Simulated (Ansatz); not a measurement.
GeSe:
```xyz
4
Lattice="3.9412 0.0000 0.0000 -1.9706 3.4132 0.0000 0.0000 0.0000 6.9328" Properties=species:S:1:pos:R:3 pbc="T T T"
Ge     0.0000     0.0000     0.0000
Ge     0.0000     0.0000     3.4664
Se     0.0000     2.2755     1.7332
Se     1.9706     1.1377     5.1996
```

Relaxed with PBE. Special points in fractions of this cell's reciprocal vectors: Γ (0.000, 0.000, 0.000); M (0.500, 0.000, 0.000); K (0.333, 0.333, 0.000); A (0.000, 0.000, 0.500); L (0.500, 0.000, 0.500); H (0.333, 0.333, 0.500).

Task: List the band energies nearest the Fermi level at these points for DFT-PBE in the program Ansatz with PAW potentials.

Result: In eV from the Fermi level; about four levels below and three above (degenerate sets whole), none deeper than 8.9 eV; points with the same levels are listed once.

```
k                                below                above
-  -----------------------------------  -------------------
Γ        -2.25 -2.25 -1.85 -1.85 -0.26       0.61 1.93 1.93
M              -2.07 -1.86 -1.14 -0.24       0.60 1.81 3.92
K              -4.58 -4.58 -4.34 -4.34  0.43 2.47 2.67 2.67
A  -2.04 -2.04 -2.04 -2.04 -1.68 -1.68  1.99 1.99 1.99 1.99
L              -3.35 -3.35 -3.19 -3.19  1.80 1.80 2.74 2.74
H              -2.51 -2.51 -0.22 -0.22  3.51 3.51 5.52 5.52
```

Space group P6_3/mmc (NiAs type). The cell is a constructed one: a structure type filled with these elements; neither database checked (COD, Materials Project) lists it. It is not the phase usual at ambient conditions (space group No. 62). The PBE relaxation kept the symmetry of its start; its stability against distortions is not shown here. Spin–orbit coupling is left out wherever it is not named.

Potentials: the later of the program's two PAW sets.
